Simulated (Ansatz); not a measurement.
LuBPd3 (cubic perovskite, space group No. 221), a = 4.1876 Å, b = 4.1876 Å, c = 4.1876 Å, α = 90.00°, β = 90.00°, γ = 90.00°.

Relaxed with LDA.

Question: Which orbitals make up the states near the Fermi level in the program Ansatz at the LDA level (PAW)?

Answer: Within 0.5 eV of the Fermi level: Pd 4d 37 %, B 2p 30 %, Lu 5d 16 %, outside the projected shells 15 %. Projections are on Löwdin-orthogonalised atomic valence shells; empty p or d shells of many metals are not among them.

Question: Tabulate the density of states.

Answer: States/eV per cell of 5 atoms, in 0.25 eV bins, energy from the Fermi level.

```csv
E (eV),total,Pd 4d,Lu 4f,Lu 5d
-7.85,0.09,0.04,0.00,0.01
-7.60,0.03,0.01,0.00,0.00
-7.35,0.30,0.18,0.00,0.02
-7.10,0.95,0.55,0.00,0.05
-6.85,1.76,0.99,0.00,0.07
-6.60,2.60,1.34,0.01,0.08
-6.35,2.85,1.32,0.02,0.10
-6.10,3.37,1.57,0.09,0.12
-5.85,3.99,2.18,0.65,0.07
-5.60,7.77,4.26,2.35,0.19
-5.35,53.16,5.00,46.70,0.38
-5.10,11.20,4.80,4.85,0.38
-4.85,4.84,3.60,0.37,0.36
-4.60,5.43,4.39,0.21,0.46
-4.35,9.02,7.69,0.18,0.77
-4.10,9.89,8.70,0.14,0.41
-3.85,11.64,10.29,0.10,0.63
-3.60,7.77,6.95,0.06,0.37
-3.35,7.08,6.21,0.05,0.46
-3.10,11.25,10.26,0.09,0.42
-2.85,8.83,8.20,0.07,0.26
-2.60,4.86,4.06,0.02,0.28
-2.35,5.19,3.61,0.01,0.53
-2.10,4.87,3.94,0.00,0.28
-1.85,4.66,4.11,0.00,0.13
-1.60,0.30,0.11,0.00,0.05
-1.35,0.17,0.04,0.00,0.03
-1.10,0.17,0.05,0.00,0.01
-0.85,0.23,0.08,0.00,0.01
-0.60,0.46,0.19,0.00,0.03
-0.35,4.19,1.80,0.00,0.38
-0.10,3.39,1.23,0.00,0.42
0.15,2.38,0.76,0.00,0.49
0.40,2.56,0.82,0.00,0.74
0.65,2.45,0.72,0.00,0.84
0.90,1.96,0.49,0.00,0.79
1.15,1.84,0.38,0.00,0.91
1.40,2.38,0.43,0.00,1.35
1.65,2.68,0.40,0.00,1.75
1.90,3.07,0.39,0.00,2.16
2.15,3.09,0.36,0.00,2.19
2.40,2.29,0.22,0.00,1.53
2.65,2.45,0.22,0.00,1.59
2.90,2.82,0.25,0.00,1.76
3.15,2.35,0.18,0.00,1.44
3.40,2.54,0.20,0.00,1.53
3.65,3.75,0.28,0.00,2.54
3.90,3.19,0.28,0.00,2.13
4.15,2.66,0.25,0.00,1.56
4.40,2.87,0.28,0.00,1.42
4.65,2.11,0.21,0.00,0.86
```

Space group Pm-3m (cubic perovskite). The workflow started from an entry of the Crystallography Open Database (COD). Whether it is the stable phase at ambient conditions was not checked. The cell was relaxed with LDA under the symmetry of its start; of distortions, only those at the zone centre were tested. No spin polarisation was allowed. Scalar-relativistic: spin–orbit coupling is off unless named, which matters more the heavier the elements.

Potentials: the later of the program's two PAW sets.
